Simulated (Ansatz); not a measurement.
## Relaxing a structure of Zr₃Si

The relaxed structure here is a generated cell of Zr3Si: the first start was made by a random draw of sites in a space group, and the end was not matched to a known phase here, so it may be hypothetical.

The start is a randomly generated symmetric cell of Zr3Si (space group No. 166). A full variable-cell relaxation at zero pressure is run with r2SCAN (plane waves to 500 eV, PAW, scalar-relativistic; Ansatz, a program for electronic structure). The first steps use a coarse 5×5×5 k-mesh.

Initial structure:
```
Zr3Si
1.0
    3.70330     2.13810     2.67905
   -3.70330     2.13810     2.67905
    0.00000    -4.27620     2.67905
Si Zr
1 3
Cartesian
  0.00000   0.00000   4.01858
  0.00000  -2.13810   1.33953
  1.85165   1.06905   1.33953
 -1.85165   1.06905   1.33953
```

**Question.** How large is the pressure on the unrelaxed cell, and of which sign?

**Answer.** -21 GPa (negative: the cell is under tension).

**Question.** Does the structure survive the relaxation? Give the final space group.

**Answer.** The space group goes from R-3m (No. 166) to Pm-3m (No. 221); the end is Cu3Au type, with 4 atoms in the primitive cell.

**Question.** By how much does the energy per atom fall from start to end?

**Answer.** 1.17 to 1.18 eV/atom (the two k-meshes of the run give this range).

**Question.** How does the volume per atom move from start to end?

**Answer.** -37.3 %, from 31.82 to 19.94 Å³/atom.

**Question.** How do the shortest distances between atoms change?

**Answer.** The closest pairs of elements (up to four, under 3.6 Å), start → end: Si–Zr 3.43 → 3.04 Å; Zr–Zr 3.43 → 3.04 Å.

**Question.** What band gap does the relaxed structure have at this level?

**Answer.** Zero (metallic).

**Question.** Give the final cell and atomic positions.

**Answer.** 
```cif
data_SiZr3
_chemical_formula_sum 'Si1 Zr3'
_space_group_name_H-M_alt 'Pm-3m'
_space_group_IT_number 221
_space_group_name_Hall '-P 4 2 3'
_cell_length_a 4.30469
_cell_length_b 4.30469
_cell_length_c 4.30469
_cell_angle_alpha 90.000
_cell_angle_beta 90.000
_cell_angle_gamma 90.000
loop_
_atom_site_label
_atom_site_type_symbol
_atom_site_symmetry_multiplicity
_atom_site_Wyckoff_symbol
_atom_site_fract_x
_atom_site_fract_y
_atom_site_fract_z
_atom_site_occupancy
Si1 Si 1 b 0.50000 0.50000 0.50000 1
Zr1 Zr 3 d 0.00000 0.00000 0.50000 1
```

Final values are on a 11×11×11 k-mesh of the relaxed cell. No spin polarisation in the result.

The run could not lose the symmetry of its start; a randomly shaken copy of 8 atoms returns to this structure.

All atoms sit on sites fixed by symmetry, so only the cell could relax.
